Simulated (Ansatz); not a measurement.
TaN (rock salt)

```
CELL_PARAMETERS angstrom
      0.00000     2.18730     2.18730
      2.18730     0.00000     2.18730
      2.18730     2.18730     0.00000
ATOMIC_POSITIONS crystal
  N  0.00000 0.00000 0.00000
  Ta 0.50000 0.50000 0.50000
```

The slice is a {100} plane (indices of the conventional cell) through the point (0.500, 0.500, 0.500) (fractional), spanned by u = [100] and v = [0 1 -1] in vectors of this cell: u (3.09 Å) and v (3.09 Å, at 90° to u). It covers one period; positions are fractions (u, v).

The numbers are results of PBEsol (plane waves to 420 eV, PAW, scalar-relativistic; Ansatz, a program for electronic structure), not measurements. k mesh 18×18×18. Inside the PAW spheres the values are not all-electron values, and peaks at nuclei hang on which shells count as valence. Spin-orbit coupling is left out, though Ta is heavy. TaN is run without spin polarisation. TaN was relaxed with its symmetry unable to fall. The PAW data are Ansatz's earlier set. This is a high-temperature form of TaN.

Three fields on this plane, each scaled to ten steps between its own extremes (0 low, 9 high; the total valence density on a logarithmic scale, the potential cut 8 eV below its top; x marks points blanked near nuclei; v = 0 in the bottom row):

Map A
```
|xxxxxxxxxx3000011100003xxxxxxxxx|
|xxxxxxxxxx2000112110002xxxxxxxxx|
|xxxxxxxxx410001232100014xxxxxxxx|
|xxxxxxxxx200023444320002xxxxxxxx|
|xxxxxxxx20001356765310002xxxxxxx|
|xxxxxxxx00014689998641000xxxxxxx|
|xxxxxxx1001479xxxxx9741001xxxxxx|
|xxxxx2000148xxxxxxxxx8410002xxxx|
|xxx4200015xxxxxxxxxxxxx5100024xx|
|332100014xxxxxxxxxxxxxxx41000123|
|100000148xxxxxxxxxxxxxxx84100000|
|00000147xxxxxxxxxxxxxxxxx7410000|
|00002369xxxxxxxxxxxxxxxxx9632000|
|0011358xxxxxxxxxxxxxxxxxxx853110|
|1112469xxxxxxxxxxxxxxxxxxx964211|
|1123479xxxxxxxxxxxxxxxxxxx974321|
|1112469xxxxxxxxxxxxxxxxxxx964211|
|0011358xxxxxxxxxxxxxxxxxxx853110|
|00002369xxxxxxxxxxxxxxxxx9632000|
|00000147xxxxxxxxxxxxxxxxx7410000|
|100000148xxxxxxxxxxxxxxx84100000|
|332100014xxxxxxxxxxxxxxx41000123|
|xxx4200015xxxxxxxxxxxxx5100024xx|
|xxxxx2000148xxxxxxxxx8410002xxxx|
|xxxxxxx1001479xxxxx9741001xxxxxx|
|xxxxxxxx00014689998641000xxxxxxx|
|xxxxxxxx20001356765310002xxxxxxx|
|xxxxxxxxx200023444320002xxxxxxxx|
|xxxxxxxxx410001232100014xxxxxxxx|
|xxxxxxxxxx2000112110002xxxxxxxxx|
|xxxxxxxxxx3000011100003xxxxxxxxx|
|xxxxxxxxxx3100011100013xxxxxxxxx|
```

Map B
```
|xxxxxxxxxx0035799975300xxxxxxxxx|
|xxxxxxxxxx0036899986300xxxxxxxxx|
|xxxxxxxxx000468999864000xxxxxxxx|
|xxxxxxxxx001578999875100xxxxxxxx|
|xxxxxxxx00035789998753000xxxxxxx|
|xxxxxxxx00146789998764100xxxxxxx|
|xxxxxxx0002567xxxxx7652000xxxxxx|
|xxxxx0000245xxxxxxxxx5420000xxxx|
|xxx0000023xxxxxxxxxxxxx3200000xx|
|000000124xxxxxxxxxxxxxxx42100000|
|000013455xxxxxxxxxxxxxxx55431000|
|23344566xxxxxxxxxxxxxxxxx6654433|
|55667777xxxxxxxxxxxxxxxxx7777665|
|7788888xxxxxxxxxxxxxxxxxxx888887|
|8999999xxxxxxxxxxxxxxxxxxx999999|
|9999999xxxxxxxxxxxxxxxxxxx999999|
|8999999xxxxxxxxxxxxxxxxxxx999999|
|7788888xxxxxxxxxxxxxxxxxxx888887|
|55667777xxxxxxxxxxxxxxxxx7777665|
|23344566xxxxxxxxxxxxxxxxx6654433|
|000013455xxxxxxxxxxxxxxx55431000|
|000000124xxxxxxxxxxxxxxx42100000|
|xxx0000023xxxxxxxxxxxxx3200000xx|
|xxxxx0000245xxxxxxxxx5420000xxxx|
|xxxxxxx0002567xxxxx7652000xxxxxx|
|xxxxxxxx00146789998764100xxxxxxx|
|xxxxxxxx00035789998753000xxxxxxx|
|xxxxxxxxx001578999875100xxxxxxxx|
|xxxxxxxxx000468999864000xxxxxxxx|
|xxxxxxxxxx0036899986300xxxxxxxxx|
|xxxxxxxxxx0035799975300xxxxxxxxx|
|xxxxxxxxxx0025789875200xxxxxxxxx|
```

Map C
```
|xxxxxxxxxx7421000001247xxxxxxxxx|
|xxxxxxxxxx7421000001247xxxxxxxxx|
|xxxxxxxxx964221111122469xxxxxxxx|
|xxxxxxxxx864322222223468xxxxxxxx|
|xxxxxxxx97544333333344579xxxxxxx|
|xxxxxxxx86555555555555568xxxxxxx|
|xxxxxxx8766667xxxxx7666678xxxxxx|
|xxxxx9876667xxxxxxxxx7666789xxxx|
|xxx9876667xxxxxxxxxxxxx7666789xx|
|877665566xxxxxxxxxxxxxxx66556677|
|554444567xxxxxxxxxxxxxxx76544445|
|22223456xxxxxxxxxxxxxxxxx6543222|
|11122357xxxxxxxxxxxxxxxxx7532211|
|0001235xxxxxxxxxxxxxxxxxxx532100|
|0001235xxxxxxxxxxxxxxxxxxx532100|
|0001235xxxxxxxxxxxxxxxxxxx532100|
|0001235xxxxxxxxxxxxxxxxxxx532100|
|0001235xxxxxxxxxxxxxxxxxxx532100|
|11122357xxxxxxxxxxxxxxxxx7532211|
|22223456xxxxxxxxxxxxxxxxx6543222|
|554444567xxxxxxxxxxxxxxx76544445|
|877665566xxxxxxxxxxxxxxx66556677|
|xxx9876667xxxxxxxxxxxxx7666789xx|
|xxxxx9876667xxxxxxxxx7666789xxxx|
|xxxxxxx8766667xxxxx7666678xxxxxx|
|xxxxxxxx86555555555555568xxxxxxx|
|xxxxxxxx97544333333344579xxxxxxx|
|xxxxxxxxx864322222223468xxxxxxxx|
|xxxxxxxxx964221111122469xxxxxxxx|
|xxxxxxxxxx7421000001247xxxxxxxxx|
|xxxxxxxxxx7421000001247xxxxxxxxx|
|xxxxxxxxxx8521000001258xxxxxxxxx|
```

Q: Assign the maps to these fields: electron localisation function (ELF); valence electron density; electrostatic potential energy of an electron, from the cell's mean.

A: A is the electron localisation function (ELF); B is the electrostatic potential energy of an electron, from the cell's mean; C is the valence electron density.
